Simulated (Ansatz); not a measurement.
Lu3Al: Hf on a Lu site

Level of theory: PBEsol, no spin polarisation, scalar-relativistic; Ansatz, plane waves to 420 eV (PAW set soft_2), k-mesh 3×3×3.

The relaxed host crystal (no gap at this level of theory):

```
Al Lu
1.0
     6.52446    0.00000    0.00000
    -3.26223    5.65035    0.00000
     0.00000    0.00000    5.14242
Al Lu
2 6
Direct
  0.66667 0.33333 0.25000
  0.33333 0.66667 0.75000
  0.82726 0.17274 0.75000
  0.34549 0.17274 0.75000
  0.82726 0.65451 0.75000
  0.17274 0.82726 0.25000
  0.65451 0.82726 0.25000
  0.17274 0.34549 0.25000
```

Supercell of 24 atoms, rows of the matrix [[0,1,-1],[1,0,-1],[-1,-1,-1]] times the cell vectors; Hf on a Lu site at (0.827, 0.173, 0.750) in fractions of the cell above. Atoms are relaxed at the host's cell, from a start shaken by 0.05 Å near the defect.

How does the lattice relax around the defect?

Distances from the Hf atom (Å), by shell of the perfect crystal:

```csv
shell,perfect crystal,"relaxed, charge 0"
2 Lu,3.14,3.10
2 Al,3.15,3.10
4 Lu,3.23,3.19
2 Al,3.26,3.23
```

| charge | gap of the cell on the mesh (eV) |
| --- | --- |
| 0 | 0.00 |

Formation energy of the neutral defect: 0.30 eV, taking atoms from and to the elements' standard states (no corrections for gases), so it belongs to those chemical potentials alone.

Relaxed cell at charge 0:

```
Lu3Al Hf_Lu charge 0
1.0
    -3.2622    5.6503   -5.1424
     6.5245    0.0000   -5.1424
    -3.2622   -5.6503   -5.1424
Al Hf Lu
6 1 17
Direct
  0.5785 0.9196 0.2475
  0.2486 0.5896 0.9181
  0.9164 0.2517 0.5828
  0.7491 0.4191 0.0827
  0.4148 0.0835 0.7526
  0.0848 0.7535 0.4127
  0.2560 0.9117 0.0829
  0.9219 0.5787 0.7476
  0.5897 0.2467 0.4177
  0.4135 0.5948 0.2407
  0.0856 0.2567 0.9120
  0.7497 0.9244 0.5764
  0.5732 0.7550 0.9246
  0.2438 0.4181 0.5892
  0.9118 0.0824 0.2537
  0.0754 0.4256 0.2514
  0.7427 0.0929 0.9142
  0.4103 0.7575 0.5828
  0.9209 0.7481 0.0877
  0.5811 0.4135 0.7575
  0.2492 0.0763 0.4177
  0.7549 0.5872 0.4081
  0.4199 0.2470 0.0777
  0.0917 0.9195 0.7477
```

Caveats: small supercell, so energies and levels can be off by tenths of an eV; one random start near the defect, so other minima are possible.
